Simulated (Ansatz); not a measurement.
## Relaxing niobium (diamond)

Level of theory: DFT, r2SCAN, plane waves (500 eV) with PAW, scalar-relativistic (Ansatz). (PAW data from PBE, frozen cores regenerated.)

k-point mesh 9×9×9, Fermi-Dirac smearing 0.05 eV, starting moments 1.00 ×2 μB. Cell and atoms relax.

Starting structure:

```xyz
2
Lattice="0.0000 2.8951 2.8951 2.8951 0.0000 2.8951 2.8951 2.8951 0.0000" Properties=species:S:1:pos:R:3 pbc="T T T"
Nb    0.7238    0.7238    0.7238
Nb    5.0665    5.0665    5.0665
```

Q: What cell does the relaxation end in?

A: Fd-3m with a = 5.854 Å; 25.07 Å³ per atom against 24.27 at the start (3.3 %).

Q: How much energy does the relaxation gain?

A: 5.6 meV per atom.

Path of the relaxation (the plane waves are chosen anew near the end, which can shift the energy a little):

| step | E − E(final) (meV/atom) | V (Å³/atom) | P (GPa) | max force (eV/Å) |
| --- | --- | --- | --- | --- |
| 0 | 5.57 | 24.266 | 2.26 | 0.000 |
| 1 | 0.28 | 25.091 | -0.05 | 0.000 |
| 2 | 0.28 | 25.072 | 0.00 | 0.000 |
| 3 | 0.00 | 25.072 | 0.00 | 0.000 |

Q: Which magnetic state does it end in?

A: non-magnetic.
